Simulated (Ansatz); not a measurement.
# Zone-centre phonons of Ta$_{2}$Si: input and output

Method: DFT LDA, scalar-relativistic, plane waves, PAW in Ansatz.

Launched with:
```bash
ansatz run input.yaml --threads 2 --pin off --max-ram 7168MiB --backend cpu --events-out ev --progress --plain --runs-dir out
```

Input (bare energies are in eV):
```yaml
crystal:
  lattice:
    - [-3.0467380325, 3.0467380325, 2.5052582537]
    - [3.0467380325, -3.0467380325, 2.5052582537]
    - [3.0467380325, 3.0467380325, -2.5052582537]
  atoms:
    - { symbol: Ta, position: [0.6624259646, 0.8375740354, 0.5] }
    - { symbol: Ta, position: [0.8375740354, 0.3375740354, 0.1751480709] }
    - { symbol: Ta, position: [0.3375740354, 0.1624259646, 0.5] }
    - { symbol: Ta, position: [0.1624259646, 0.6624259646, 0.8248519291] }
    - { symbol: Si, position: [0.25, 0.25, 0.0] }
    - { symbol: Si, position: [0.75, 0.75, 0.0] }
basis:
  ecutwfc: 420
kpoints:
  mp_grid: { grid: [10, 10, 10] }
hamiltonian:
  xc: lda
scf:
  occupations: { method: fermi_dirac, width: 0.15 }
output:
  eigenvalues: true
phonons:
  method: dfpt
  eigenvectors: true
```

The end of the output:
```
--- Phonons (Γ-DFPT): 4 representative perturbations + reference, on 504 of 1000 k-points (Σ response iterations 12) ---
  k mesh reduced under 1 symmetry operation, with k and −k counted as one. Each operation leaves every solved perturbation unchanged. A smaller set is not used because it would not reduce the number of displacements ...
  ASR residual: 5.055e-4 → 0.000e0 eV/Å²; symmetrization residual: 2.794e-6 eV/Å²
  ASR residual per site (eV/Å²): 5.06e-4 5.06e-4 5.06e-4 5.06e-4 2.26e-5 2.26e-5
  Γ frequencies (cm⁻¹): 0.00 0.00 0.00 113.17 114.94 114.94 117.42 117.42 157.79 166.39 166.53 168.27 313.15 406.17 406.17 424.52 424.52 439.46
  non-analytic LO–TO correction: not included (Born effective charges unavailable; polar crystals: no LO–TO splitting at Γ)
```

The run took 8.9 min on 2 threads of AMD EPYC 7R43 64-Core Processor (Zen 3), with other jobs on the host, peak memory 4.7 GiB.

In a metal, frequencies and elastic constants depend on the k mesh and the smearing, soft modes and shear constants most. Spin–orbit coupling is left out, which can shift energies with elements as heavy as these.